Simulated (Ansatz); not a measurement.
# NbAs: frozen-core PAW against all-electron methods

```
CELL_PARAMETERS angstrom
-1.75970 1.75970 5.95454
1.75970 -1.75970 5.95454
1.75970 1.75970 -5.95454
ATOMIC_POSITIONS crystal
Nb 0.75000 0.75000 0.00000
Nb 0.50000 0.00000 0.50000
As 0.16600 0.16600 0.00000
As 0.91600 0.41600 0.50000
```

Atom numbers follow the list: Nb1, Nb2, As3, As4.

The cell comes from COD entry 1537320, which wasn't checked; take it as a given geometry. The listed cell was then made from it by scaling, straining or moving an atom.

Methods: DFT, LDA, PAW with Ansatz's default frozen-core files, scalar-relativistic (Ansatz 0.2.0); DFT, LDA, all-electron LAPW, scalar-relativistic (Ansatz 0.2.0).

For PAW: a Γ-centred 15×15×15 k mesh, Fermi–Dirac smearing of 0.08 eV, cutoff 420 eV, no spin polarisation; the PAW files were made with PBE, and the program remakes their frozen cores for this functional. LAPW targets a basis error of 0.5 meV/atom. The Ansatz runs share mesh, smearing and spin set-up. Plane-wave (PAW) pressures include the program's estimate of the Pulay term.

Stress and pressure are positive in compression.

The change that made this cell: volume scaled by 1.06.

```json
{"quantity": "pressure (GPa)", "PAW": "-13.79", "LAPW": "-13.79"}
{"quantity": "stress xx (GPa)", "PAW": "-14.59", "LAPW": "-14.59"}
{"quantity": "stress zz (GPa)", "PAW": "-12.18", "LAPW": "-12.19"}
{"quantity": "force on Nb1, z (eV/Å)", "PAW": "-0.205", "LAPW": "-0.205"}
{"quantity": "force on As3, z (eV/Å)", "PAW": "0.205", "LAPW": "0.205"}
```

PAW's pressure differs from the LAPW value by about 0.01 GPa or less.
